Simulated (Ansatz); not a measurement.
Relaxed-ion elastic tensor of LiTaO₃ in space group R3c (No. 161; Li on 6a, Ta on 6a, O on 18b) in GPa (Voigt order), PBEsol (plane waves, PAW; program Ansatz); density 7.47 g/cm³, 10.49 Å³ per atom.

|  | 1 | 2 | 3 | 4 | 5 | 6 |
|---|---|---|---|---|---|---|
| 1 | 231 | 50.2 | 82.8 | -10.2 | 0.0 | 0.0 |
| 2 | 50.2 | 231 | 82.8 | 10.2 | 0.0 | 0.0 |
| 3 | 82.8 | 82.8 | 273 | 0.0 | 0.0 | 0.0 |
| 4 | -10.2 | 10.2 | 0.0 | 94.0 | 0.0 | 0.0 |
| 5 | 0.0 | 0.0 | 0.0 | 0.0 | 94.0 | -10.2 |
| 6 | 0.0 | 0.0 | 0.0 | 0.0 | -10.2 | 90.6 |

**Question.** Is the crystal mechanically stable?

**Answer.** Yes: the smallest eigenvalue of C is 82.0 GPa.

**Question.** Work out the Voigt, Reuss and Hill averages.

**Answer.** K_V = 130, K_R = 127, K_H = 128; G_V = 90.4, G_R = 88.9, G_H = 89.7 GPa.

**Question.** Give Young's modulus, Poisson's ratio, Pugh's ratio and the universal anisotropy index.

**Answer.** E = 9KG/(3K + G) = 218 GPa; ν = 0.22; K/G = 1.43 (brittle by the Pugh limit of 1.75); A_U = 5G_V/G_R + K_V/K_R − 6 = 0.10.

**Question.** Estimate the sound speeds and the Debye temperature.

**Answer.** v_l = √((K + 4G/3)/ρ) = 5760 m/s, v_t = √(G/ρ) = 3470 m/s, mean 3830 m/s; Θ = (h/k)(3n/4πV)^(1/3) v_m = 521 K.

**Question.** How much does each axis shrink under pressure?

**Answer.** Linear compressibilities β_i = Σ_j S_ij (j = 1 to 3): x 3.0, y 3.0, z 1.8 per TPa.

The cell was relaxed with PBEsol under the symmetry of its start. No spin polarisation was allowed. Scalar-relativistic: spin–orbit coupling is off unless named, which matters more the heavier the elements.

Potentials: the earlier of the program's two PAW sets. The files were generated under PBE; for other functionals the program regenerates the frozen cores, and for LDA and PBEsol the local potential too.
